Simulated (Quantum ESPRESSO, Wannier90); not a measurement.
## Wannier functions of ZrO2 (anatase)

```xyz
6
Lattice="0.0000 -4.0152 0.0000 4.0152 0.0000 0.0000 -2.0076 2.0076 5.3459" Properties=species:S:1:pos:R:3 pbc="T T T"
Zr     0.0000     0.0000     0.0000
Zr     0.0000     2.0076     2.6729
O      0.0000     0.0000    -2.1556
O      0.0000     2.0076     0.5174
O      2.0076     0.0000    -0.5174
O      0.0000     0.0000     2.1556
```

Cell from Materials Project (mp-754403), symmetrised, no further relaxation. Not found in the COD (Crystallography Open Database) copy used, which has the formula in other groups; not checked further. Computed values, not measurements, from PBEsol: Quantum ESPRESSO (norm-conserving PseudoDojo potentials, cutoff 68 Ry, no spin polarisation, no spin-orbit coupling) on a Γ-centred 6×6×6 mesh, then Wannier90. Density: 8×8×8 mesh, cold smearing 0.01 Ry.

Valence charges of the files: Zr 12, O 6. 50 bands were computed.

Isolated groups of bands, relative to the valence-band maximum (bands from 25 on overlap up to the last one computed):

| bands | from (eV) | to (eV) | filling | weight on atomic waves |
|---|---|---|---|---|
| 1–2 | -46.86 | -46.78 | filled | Zr 4s 96 % |
| 3–8 | -25.53 | -24.72 | filled | Zr 4p 94 % |
| 9–12 | -16.44 | -14.72 | filled | O 2s 80 %, Zr 4d 10 %, Zr 5s 5 % |
| 13–24 | -3.96 | 0.00 | filled | O 2p 81 %, Zr 4d 15 % |

Wanted is a model with the orbitals Zr d, O p, without the filled groups that are mainly made of other shells (semicore states, and anion s where it isn't named); all higher bands stay in for disentanglement.

Task: Give num_wann, exclude_bands and num_bands, and the number of electrons that the model holds.

Result: Electrons: 2×12 + 4×6 = 48, which fill 24 bands.
num_wann = 2×5 + 4×3 = 22.
exclude_bands = 1-12, 12 bands, so num_bands = 50 − 12 = 38.
The model holds 48 − 2×12 = 24 electrons. With the window frozen to 5.37 eV it follows pw.x to 0.4 meV rms (states up to 4.9 eV relative to the valence-band maximum).
